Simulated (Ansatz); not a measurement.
Ansatz (a quantum-chemistry and plane-wave program) input:

Ansatz 0.2 input:
```yaml
crystal:
  lattice:
    - [3.8542040936, 0.0, 0.0]
    - [0.0, 3.8542040936, 0.0]
    - [0.0, 0.0, 3.8542040936]
  atoms:
    - { symbol: Sr, position: [0.0, 0.0, 0.0] }
    - { symbol: Ti, position: [0.5, 0.5, 0.5] }
    - { symbol: O, position: [0.0, 0.5, 0.5] }
    - { symbol: O, position: [0.5, 0.5, 0.0] }
    - { symbol: O, position: [0.5, 0.0, 0.5] }
kpoints:
  mp_grid: { grid: [6, 6, 6] }
hamiltonian:
  xc: lda
  pseudopotentials: { kind: paw }
scf:
  occupations: { method: fixed }
phonons:
  method: dfpt
  response_accuracy: low
  qmesh: [3, 3, 3]
  interpolated_qmesh: [14, 14, 14]
  dielectric: true
  rigid_motions: translations
  temperatures: { t_max: 1000, t_step: 50 }
  qpath:
    path:
      - [[0.0, 0.0, 0.0], [0.0, 0.5, 0.0], [0.5, 0.5, 0.0], [0.0, 0.0, 0.0], [0.5, 0.5, 0.5], [0.0, 0.5, 0.0]]  # Γ-X-M-Γ-R-X
      - [[0.5, 0.5, 0.5], [0.5, 0.5, 0.0]]  # R-M
    npoints: 13
```

Output (shortened):

```
Pseudopotential: Sr, paw, valence charge 10
Pseudopotential: Ti, paw, valence charge 12
Pseudopotential: O, paw, valence charge 6
Functional definition: SPW92
Crystal: 5 atoms, lattice volume = 57.254 Å³
Basis set: ecut = 420 eV, 1141 PW (Γ), exchange–correlation on 54×54×54 points (8 copies of the dense FFT grid, shifted against one another)
Bands: 25, of which v1, the nominal top of the filled ones, is band 20 counted from 1 (19 counted from 0)
Symmetry: 48 space group operations
k-points: 80 of 216 (irreducible under 2 space group operations, time reversal used)
SCF iter   1: F=—  HF=-7569.464258 eV  |F-HF|=—  |Δ(HF+E_count)|=         —  Δρ=1.89e-2  dr2=1.89e-1  ethr=1.77e-3  ⟨swp⟩=4.5  Hψ=8644  notcnv=0  defer=166
preconditioner: auto → Resta (q_TF=auto, 2.570 Å⁻¹)
SCF iter   2: F=—  HF=-7569.432225 eV  |F-HF|=—  |Δ(HF+E_count)|=   3.20e-2  Δρ=9.05e-3  dr2=3.48e-2  ethr=4.71e-4  ⟨swp⟩=2.0  Hψ=3550  notcnv=0  defer=182
SCF iter   3: F=—  HF=-7569.425290 eV  |F-HF|=—  |Δ(HF+E_count)|=   6.93e-3  Δρ=2.95e-3  dr2=3.33e-3  ethr=8.69e-5  ⟨swp⟩=2.0  Hψ=2853  notcnv=0  defer=187
SCF iter   4: F=—  HF=-7569.424411 eV  |F-HF|=—  |Δ(HF+E_count)|=   8.79e-4  Δρ=7.25e-4  dr2=1.58e-4  ethr=8.32e-6  ⟨swp⟩=2.0  Hψ=2845  notcnv=0  defer=219
SCF iter   5: F=—  HF=-7569.424383 eV  |F-HF|=—  |Δ(HF+E_count)|=   2.85e-5  Δρ=9.60e-5  dr2=6.10e-6  ethr=3.95e-7  ⟨swp⟩=1.8  Hψ=2627  notcnv=0  defer=167
SCF iter   6: F=—  HF=-7569.424381 eV  |F-HF|=—  |Δ(HF+E_count)|=   1.96e-6  Δρ=3.32e-5  dr2=4.23e-7  ethr=1.52e-8  ⟨swp⟩=2.0  Hψ=3156  notcnv=0  defer=88
SCF iter   7: F=—  HF=-7569.424381 eV  |F-HF|=—  |Δ(HF+E_count)|=   2.68e-7  Δρ=4.39e-6  dr2=1.53e-8  ethr=1.06e-9  ⟨swp⟩=2.6  Hψ=3547  notcnv=0  defer=83
SCF iter   8: F=—  HF=-7569.424381 eV  |F-HF|=—  |Δ(HF+E_count)|=  5.73e-10  Δρ=9.85e-7  dr2=5.32e-10  ethr=3.84e-11  ⟨swp⟩=2.1  Hψ=2823  notcnv=0  defer=83
SCF iter   9: F=-7569.424381 eV  HF=-7569.424381 eV  |F-HF|=7.28e-12  |Δ(HF+E_count)|=  2.64e-11  Δρ=1.80e-7  dr2=1.24e-11  ethr=1.00e-12  ⟨swp⟩=14.2  Hψ=13673  notcnv=0
SCF 1 converged in 9 iterations: F = -7569.424381 eV  dr2 = 1.24e-11
DFPT response loops at Γ: preconditioner auto → none (the input reference at scf.mixing.eps_inf says where Resta's filter doesn't serve); β = 0.50 …
── the response to a field inside a basis, on 8×8×8 k-points: an SCF that follows is theirs, and a resumed run solves both again ──
Crystal: 5 atoms, lattice volume = 57.254 Å³
Bands: 21, of which v1, the nominal top of the filled ones, is band 20 counted from 1 (19 counted from 0)
k-points: 20 of 512
SCF iter   1: F=—  HF=-7569.428748 eV  |F-HF|=—  |Δ(HF+E_count)|=         —  Δρ=7.25e-4  dr2=4.99e-5  ethr=1.00e-1
preconditioner: auto → Resta (q_TF=auto, 2.570 Å⁻¹)
SCF iter   2: F=—  HF=-7569.428731 eV  |F-HF|=—  |Δ(HF+E_count)|=   1.76e-5  Δρ=3.34e-4  dr2=1.64e-5  ethr=1.25e-7
SCF iter   3: F=—  HF=-7569.428728 eV  |F-HF|=—  |Δ(HF+E_count)|=   2.54e-6  Δρ=1.48e-4  dr2=4.82e-6  ethr=4.10e-8
SCF iter   4: F=—  HF=-7569.428727 eV  |F-HF|=—  |Δ(HF+E_count)|=   9.88e-7  Δρ=2.77e-5  dr2=2.58e-7  ethr=1.21e-8
SCF iter   5: F=-7569.428727 eV  HF=-7569.428727 eV  |F-HF|=6.14e-9  |Δ(HF+E_count)|=   5.96e-8  Δρ=3.63e-6  dr2=8.94e-9  ethr=6.46e-10
SCF 1 converged in 5 iterations: F = -7569.428727 eV  dr2 = 8.94e-9
DFPT response loops at Γ: mixed as the last ones told, above
NSCF: frozen V_eff on 20 k-points
NSCF: frozen V_eff on 192 k-points
DFPT response loops at q = (0, 0, 0.3333333333333333) (fractional): preconditioner auto → Resta (q_TF=auto, 2.570 Å⁻¹)  ε∞=5.7 (no band partly filled) …
NSCF: frozen V_eff on 288 k-points
DFPT response loops at q = (0, 0.3333333333333333, 0.3333333333333333) (fractional): mixed as the last ones told, above
NSCF: frozen V_eff on 432 k-points
DFPT response loops at q = (0.3333333333333333, 0.3333333333333333, 0.3333333333333333) (fractional): mixed as the last ones told, above
WARN: on the 14×14×14 q-mesh 34 entries of the irreducible table, 1.301e-1 modes per cell, the lowest at -96.46 cm⁻¹, stand at or below zero and are read as no …
SCF converged after 9 iterations
Free energy (F): -7569.424381 eV
Harris-Foulkes:  -7569.424381 eV  (|F-HF|=7.28e-12)
Internal energy: -7569.424381 eV  (E = F + TS)
E sigma→0 (E₀):  -7569.424381 eV
Fermi energy:    10.171056 eV
--- Per-component energies (eV) ---
  E_band       = -191.943695
  E_kinetic    = 1047.712871
  E_local      = -2339.204484  (includes V_loc(G=0)·N_el)
  E_nonlocal   = 361.880917
  E_hartree    = 814.406217
  E_xc         = -490.595865
  E_vxc        = -569.506200  (∫ρ·V_xc dr)
  E_paw        = -4035.134904  (= ΣΔE_a)
  E_vpaw       = -321.647013  (= ΣTr[D̂ρ^β])
  E_aug_tail   = 0.007742  (compensation charges beyond the density's cutoff)
  E_ewald      = -2929.407726
  E_core_change = 0.910850  (= ΣΔE_core)
  E_smearing   =  0.000000  (= −TS)
  E_closure    =  0.000000  (closes the sum)
  Σ components = -7569.424381   (vs F -7569.424381, Δ=0.00e0)
  [band-id]    e_kinetic+e_local+e_nonlocal+2·e_hartree+e_vxc+e_vpaw+e_augmentation_tail = -191.943732   (vs E_band -191.943695, Δ=-3.75e-5)
--- Band table (eV; the first three rows and the last of 80) ---
  k-point 0: bands = ["-45.4519", "-22.2250", "-22.0679", "-22.0679", "-22.0679", "-7.1083", "-6.0526", "-6.0526", "-4.2728", "-4.2728", "-4.2728", "7.3140", "7.3140", "7.3140", "8.9137", "8.9137", "8.9137", "9.8501", "9.8501", "9.8501", "12.0222", "12.0222", …
  k-point 1: bands = ["-45.4515", "-22.2489", "-22.0669", "-22.0669", "-22.0579", "-7.1388", "-6.0405", "-6.0387", "-4.2583", "-4.2583", "-4.0634", "6.9374", "7.2827", "7.2827", "8.5486", "8.5486", "8.6570", "9.0516", "9.6910", "9.6910", "12.0683", "12.6547", …
  k-point 2: bands = ["-45.4506", "-22.2943", "-22.0648", "-22.0648", "-22.0398", "-7.2991", "-6.0161", "-5.8092", "-4.2289", "-4.2289", "-3.7225", "6.1333", "7.2314", "7.2314", "7.9497", "7.9497", "7.9711", "8.2128", "9.5160", "9.5160", "12.1645", "13.6765", …
  k-point 79: bands = ["-45.4468", "-22.1468", "-22.1462", "-22.1462", "-22.1462", "-5.5967", "-5.5967", "-5.5967", "-4.6049", "-4.6049", "-4.6049", "5.4217", "5.8394", "5.8394", "6.2957", "6.2957", "6.2957", "10.1711", "10.1711", "10.1711", "14.8789", …
--- Phonons (Γ-DFPT): 4 representative perturbations + reference, on 80 of 216 k-points (Σ response iterations 12) ---
  ASR residual: 1.540e-4 → 0.000e0 eV/Å²; symmetrization residual: 1.943e-5 eV/Å²
  ASR residual per site (eV/Å²): 4.96e-5 3.79e-5 1.54e-4 1.54e-4 1.54e-4
  Γ frequencies (cm⁻¹): -45.68 -45.68 -45.68 0.00 0.00 0.00 166.58 166.58 166.58 224.49 224.49 224.49 555.83 555.83 555.83
  ε∞ (high-frequency dielectric tensor):
        6.300876     0.000000     0.000000
        0.000000     6.300876     0.000000
        0.000000     0.000000     6.300876
  ε⁰ (static dielectric tensor): not given — an optical mode at Γ is not stable, and the ionic part, a sum over the modes at Γ, is formed only where all of …
  softest optical mode at Γ: -45.68 cm⁻¹; the repairs (sum rule, projections) moved no ω² at Γ by more than (2.75 cm⁻¹)²
  Born effective charges Z* (e; rows j = field, columns β = displacement):
    site 0:
         2.55584    0.00000    0.00000
         0.00000    2.55584    0.00000
         0.00000    0.00000    2.55584
    site 1:
         7.31477    0.00000    0.00000
         0.00000    7.31477    0.00000
         0.00000    0.00000    7.31477
    site 2:
        -5.75461    0.00000    0.00000
         0.00000   -2.05800    0.00000
         0.00000    0.00000   -2.05800
    site 3:
        -2.05800    0.00000    0.00000
         0.00000   -2.05800    0.00000
         0.00000    0.00000   -5.75461
    site 4:
        -2.05800    0.00000    0.00000
         0.00000   -5.75461    0.00000
         0.00000    0.00000   -2.05800
  Z* charge neutrality: 3.019e-3 e pre-enforcement
  solved inside a basis spanned on kpoints, on 8×8×8 k-points, its susceptibility summed on 10×10×10: ε∞ is read to err by 1.9e-2, Z* by 3.1e-2 e (field_mesh …
  optical modes at Γ without the LO–TO term, one row a degenerate level:
      ω (cm⁻¹)  modes    IR ((D/Å)²/amu)
        -45.68      3           196.0635
        166.58      3            11.8156
        224.49      3             0.0000
        555.83      3            54.5504
  optical modes at Γ + LO–TO along q̂ = [1.0000, 0.0000, 0.0000]:
      ω (cm⁻¹)  modes    IR ((D/Å)²/amu)
        -45.68      2           130.7090
        160.86      1             0.0237
        166.58      2             7.8771
        224.49      3             0.0000
        450.68      1             8.6598
        555.83      2            36.3669
        789.18      1            78.7930
  optical modes at Γ + LO–TO along q̂ = [0.0000, 1.0000, 0.0000]:
      ω (cm⁻¹)  modes    IR ((D/Å)²/amu)
        -45.68      2           130.7090
        160.86      1             0.0237
        166.58      2             7.8771
        224.49      3             0.0000
        450.68      1             8.6598
        555.83      2            36.3669
        789.18      1            78.7930
  optical modes at Γ + LO–TO along q̂ = [0.0000, 0.0000, 1.0000]:
      ω (cm⁻¹)  modes    IR ((D/Å)²/amu)
        -45.68      2           130.7090
        160.86      1             0.0237
        166.58      2             7.8771
        224.49      3             0.0000
        450.68      1             8.6598
        555.83      2            36.3669
        789.18      1            78.7930
  non-analytic LO–TO correction: the dipole-dipole term of the run's Born effective charges and high-frequency dielectric tensor (where they are solved with …
--- Phonons (arbitrary-q DFPT): 4 irreducible q on the 3×3×3 mesh ---
  q = [0.0000, 0.0000, 0.0000] (star 1, of the zone-centre solve; hermiticity 2.94e-6, symmetrization 2.31e-7): -45.68 -45.68 -45.68  0.00  0.00 0.00 166.58 166.58 166.58 224.49 224.49 224.49 555.83 555.83 555.83
  q = [0.0000, 0.0000, 0.3333] (star 6, 9 solved perturbations in 756 linear systems a pass and spin channel, the states on 96 of 216 k-point pairs; hermiticity 1.39e-6, symmetrization 1.87e-11): 79.78 79.78 141.29 141.29 153.43 154.24 154.24 261.74 264.29 …
  q = [0.0000, 0.3333, 0.3333] (star 12, 9 solved perturbations in 1116 linear systems a pass and spin channel, the states on 144 of 216 k-point pairs; hermiticity 1.23e-6, symmetrization 3.13e-11): 97.63 103.88 121.83 126.18 135.13 243.95 257.53 272.08 …
  q = [0.3333, 0.3333, 0.3333] (star 8, 4 solved perturbations in 594 linear systems a pass and spin channel, the states on 216 of 216 k-point pairs; hermiticity 5.55e-7, symmetrization 2.76e-11): 103.04 115.06 115.63 115.63 123.90 123.90 368.24 370.81 370.81 …
  sum rule: each row above includes the acoustic sum rule's correction from the zone centre's row sums; it moved no ω² by more than (1.62 cm⁻¹)²
  mesh force constants: q→R imaginary residual 1.47e-16; ASR residual 1.540e-4 → 0.000e0 eV/Å²; symmetrization residual 7.105e-15 eV/Å²
  interpolated dispersion: 81 rows × 15 modes
  density of states and harmonic sums: on the 14×14×14 q-mesh, interpolated from the force constants of a 3×3×3 supercell (with the dipole–dipole term)
  largest difference from the sums on the solved wave vectors: F 3.15e-3 eV, S 1.13e-5 and C_V 8.25e-6 eV/K
  zero-point energy: 0.295186 eV/cell   skipped modes (ω ≤ 0): 37, of them read as no rigid motion or as one in doubt …
```

Cost: about 10 core-minutes (a rough figure) on shared cores.

Space group Pm-3m (cubic perovskite). Symmetry was held in the LDA relaxation. At this level the phase is dynamically unstable (imaginary phonons). The run is not spin-polarised. Spin–orbit coupling is left out wherever it is not named.

Potentials: the later of the program's two PAW sets.

Ansatz is a plane-wave DFT program.
